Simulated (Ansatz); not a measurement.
Recipe of this trial structure of Ta2Si2O: random cell by space group and Wyckoff sites (R-3m, No. 166). The dimensions are guesses.

```xyz
5
Lattice="2.2819 1.3175 4.9300 -2.2819 1.3175 4.9300 0.0000 -2.6349 4.9300" Properties=species:S:1:pos:R:3 pbc="T T T"
Ta    0.0000    0.0000   10.2866
Ta    0.0000    0.0000    4.5036
Si    0.0000    0.0000    2.5194
Si    0.0000    0.0000   12.2707
O     0.0000    0.0000    0.0000
```

Method: DFT PBE, scalar-relativistic, plane waves, PAW in Ansatz. Cutoff 420 eV, Gaussian smearing, Γ-centred meshes. Cell and atoms relax first on a coarse mesh and then on a finer one. In between, the cell is made exact in the group found at 0.06 Å. In metals the finer mesh still leaves noise of several meV/atom or more. The steps can't lower the symmetry of their start. No spin polarisation in the relaxation; trial moments died out in a coarse test.

A guess keeps its type if space group and coordination stay and the shape of the cell changes little (axis ratios within about 15 %, angles within 6°); the volume may change.

Q: Will the relaxed cell still be of the starting type?

A: It doesn't keep its type. The symmetry stays R-3m (No. 166). The volume per atom shrinks by 19.2 %, from 17.8 to 14.4 Å³. The shortest distance goes from 1.98 Å (Ta–Si) to 2.34 Å (Si–Si). The ratio c/a of the conventional cell changes by a factor of 1.94. Counting neighbours within 15 % of an atom's shortest distance, the start has O 8, Si 1, Ta 1 and the end O 6, Si 6, Ta 6. In detail, at the end Ta is surrounded by 3 O at 2.39 Å, 3 Si at 2.53 Å and 1 Si at 2.85 Å; around Si lie 3 Si at 2.34 Å, 3 Ta at 2.53 Å, 1 Ta at 2.85 Å and 1 O at 2.94 Å; around O lie 6 Ta at 2.39 Å and 2 Si at 2.94 Å.

```cif
data_structure
_symmetry_space_group_name_H-M 'R-3m:H'
_symmetry_Int_Tables_number 166
_cell_length_a 3.4074
_cell_length_b 3.4074
_cell_length_c 21.4323
_cell_angle_alpha 90.000
_cell_angle_beta 90.000
_cell_angle_gamma 120.000
_cell_volume 215.50
loop_
_atom_site_label
_atom_site_type_symbol
_atom_site_symmetry_multiplicity
_atom_site_Wyckoff_symbol
_atom_site_fract_x
_atom_site_fract_y
_atom_site_fract_z
_atom_site_occupancy
Ta1 Ta 6 c 0.00000 0.00000 0.72970 1
Si1 Si 6 c 0.33333 0.66667 0.80387 1
O1 O 3 a 0.00000 0.00000 0.00000 1
```

Formation energies are uncorrected and refer to the elements' standard structures at the same level (O₂ as a molecule).

Q: At what energy does it end?

A: −0.38 eV/atom.

The last run used a 12×12×12 mesh for its 5-atom cell and Gaussian smearing of 0.10 eV. Spin–orbit coupling, which can matter for Ta, is left out. Symmetry constrained the relaxation, so the result can be a saddle point. Another cell of Ta2Si2O relaxed alike, in P4mm, lies 100 meV/atom lower, so this cell isn't the stable form at this level.
